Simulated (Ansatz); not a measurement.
# Structure relaxation, La

The start is a generated cell, La placed in the AFLOW prototype A_hR12_166_2h (as in B). The cell and all atomic positions are relaxed at zero pressure with PBE (plane waves to 420 eV, PAW, scalar-relativistic; Ansatz, a quantum-chemistry and plane-wave program). First-step values are on the input's coarse k-mesh.

Ansatz input (later rounds restart from its end on a renewed k-mesh):
Ansatz 0.2 input:
```yaml
crystal:
  lattice:
    - [4.234074, 2.4445438, 7.2267914]
    - [-4.234074, 2.4445438, 7.2267914]
    - [0, -4.8890876, 7.2267914]
  atoms:
    - { symbol: La, position: [0.0104, 0.65729, 0.0104] }
    - { symbol: La, position: [0.0104, 0.0104, 0.65729] }
    - { symbol: La, position: [0.65729, 0.0104, 0.0104] }
    - { symbol: La, position: [0.9896, 0.34271, 0.9896] }
    - { symbol: La, position: [0.9896, 0.9896, 0.34271] }
    - { symbol: La, position: [0.34271, 0.9896, 0.9896] }
    - { symbol: La, position: [0.2206, 0.6323, 0.2206] }
    - { symbol: La, position: [0.2206, 0.2206, 0.6323] }
    - { symbol: La, position: [0.6323, 0.2206, 0.2206] }
    - { symbol: La, position: [0.7794, 0.3677, 0.7794] }
    - { symbol: La, position: [0.7794, 0.7794, 0.3677] }
    - { symbol: La, position: [0.3677, 0.7794, 0.7794] }
basis: { ecutwfc: 420, ecutrho_ratio: 4, xc_grid: 2, fft_grid_basis: typed }
kpoints: { mp_grid: { grid: [4, 4, 4] } }
hamiltonian:
  xc: pbe
  dispersion: none
  pseudopotentials: { azcp: { folder: ./paw }, kind: paw }
scf: { occupations: { method: fermi_dirac, width: 0.05 } }
relax: { f_tol: 0.01, max_steps: 100, cell: { stress_tol: 0.02 } }
output: { forces: true, stress: true }
```

Task: By how much does the energy per atom fall from start to end?

Result: 0.51 eV/atom.

Task: How does the volume change?

Result: +6.6 %, from 37.40 to 39.85 Å³/atom.

Task: Is the relaxed structure metallic? Give its gap.

Result: Zero (metallic).

Task: Give the final cell and atomic positions.

Result: 
Space group R-3m, hexagonal axes (No. 166); a = 7.323 Å, b = 7.323 Å, c = 30.891 Å, α = 90.00°, β = 90.00°, γ = 120.00°

| atom | site | symmetry | x | y | z |
|---|---|---|---|---|---|
| La | 18h | .m | 0.3480 | 0.1740 | 0.1122 |
| La | 18h | .m | 0.1831 | 0.3661 | 0.0336 |
(The calculation used a cell of 12 atoms; values per cell refer to that cell.)

The space group stays R-3m (No. 166) (the run could not lower it), with 12 atoms in the primitive cell. Final values are on a 6×6×6 k-mesh of the relaxed cell. The start holds a very short contact (La–La 2.95 Å). No spin polarisation in the result.

The run could not lose the symmetry of its start, so the end can be a saddle point.

The relaxed structure here is a generated cell of La: the first start was made by placing the elements on the sites of a structure type, and the end was not matched to a known phase here, so it may be hypothetical. Known forms of La include space group No. 194.
